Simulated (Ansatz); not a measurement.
Cells of Rh relaxed with r2SCAN (plane waves to 500 eV, PAW, scalar-relativistic; Ansatz, a quantum-chemistry and plane-wave program), each with a space-group label. One label is wrong.

**A**, labelled P6/mmm (No. 191)
```
CELL_PARAMETERS angstrom
      2.51229     0.00000     0.00000
      0.00000     2.51229     0.00000
      0.00000     0.00000     2.51229
ATOMIC_POSITIONS crystal
  Rh 0.00000 0.00000 0.00000
```

**B**, labelled P6₃/mmc (No. 194)
```
CELL_PARAMETERS angstrom
      2.68871     0.00000     0.00000
     -1.34435     2.32849     0.00000
      0.00000     0.00000     8.77991
ATOMIC_POSITIONS crystal
  Rh 0.00000 0.00000 0.00000
  Rh 0.00000 0.00000 0.50000
  Rh 0.33333 0.66667 0.25000
  Rh 0.66667 0.33333 0.75000
```

**C**, labelled Pa-3 (No. 205)
```yaml
crystal:
  lattice:
    - [4.84940, 0.00000, 0.00000]
    - [0.00000, 4.84940, 0.00000]
    - [0.00000, 0.00000, 4.84940]
  atoms:
    - { symbol: Rh, position: [0.15153, 0.15153, 0.15153] }
    - { symbol: Rh, position: [0.65153, 0.34847, 0.84847] }
    - { symbol: Rh, position: [0.84847, 0.65153, 0.34847] }
    - { symbol: Rh, position: [0.34847, 0.84847, 0.65153] }
    - { symbol: Rh, position: [0.84847, 0.84847, 0.84847] }
    - { symbol: Rh, position: [0.34847, 0.65153, 0.15153] }
    - { symbol: Rh, position: [0.15153, 0.34847, 0.65153] }
    - { symbol: Rh, position: [0.65153, 0.15153, 0.34847] }
```

Question: Which label is wrong, and what should it be (tolerance 0.01 Å)?

Answer: A: its symmetry is Pm-3m (No. 221), cP1, simple cubic type; a = b = c = 2.512 Å, α = β = γ = 90.00°.

Each run could gain symmetry but not lose that of its start, so entries can be saddle points. All of these are generated cells (placed on structure types, drawn at random, substituted or restacked) that were not matched to a known phase here.

No spin polarisation in the result.
